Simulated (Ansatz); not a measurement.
**Ga3Mo, first-principles data**

Ga₃Mo:
```
CELL_PARAMETERS angstrom
     -1.89860     1.89860     4.27848
      1.89860    -1.89860     4.27848
      1.89860     1.89860    -4.27848
ATOMIC_POSITIONS crystal
  Ga 0.50000 0.50000 0.00000
  Ga 0.75000 0.25000 0.50000
  Ga 0.25000 0.75000 0.50000
  Mo 0.00000 0.00000 0.00000
```

Space group I4/mmm (No. 139); conventional cell a = 3.797 Å, b = 3.797 Å, c = 8.557 Å, α = 90.00°, β = 90.00°, γ = 90.00°.

Method: plane-wave PAW PBE (Ansatz code). Geometry: relaxed at this level of theory. Other levels are named where they apply.

Cell and energy:

```
Item                                                            Value
-----------------------------------------------------  --------------
Volume per atom                                              15.42 Å³
Density                                                    8.21 g/cm³
Formation energy from the elements (no fitted shifts)  -0.043 eV/atom
```

Electronic structure:

```
Quantity                                                                     Value
------------------------------------  --------------------------------------------
Electronic character                                             metallic (no gap)
Density of states at the Fermi level  0.82 states/eV per atom (mean over ±0.08 eV)
```

Mechanics:

```
Property                              Value
----------------------------------  -------
Bulk modulus (Birch–Murnaghan fit)  130 GPa
Pressure derivative B′                  4.8
```

A made-up cell: these elements were put on the sites of a structure type; neither database checked (COD, Materials Project) lists it. Its standing as an ambient phase is unchecked. The cell was relaxed with PBE under the symmetry of its start; whether a distortion lowers the energy is not shown. No spin polarisation was allowed. Axis ratios of metals converge slowly with the k-mesh, so a and c are less sure than the volume. The references are the lowest solids computed at this level, not always the standard phases. Scalar-relativistic: spin–orbit coupling is off unless named, which matters more the heavier the elements.

Potentials: the earlier of the program's two PAW sets.
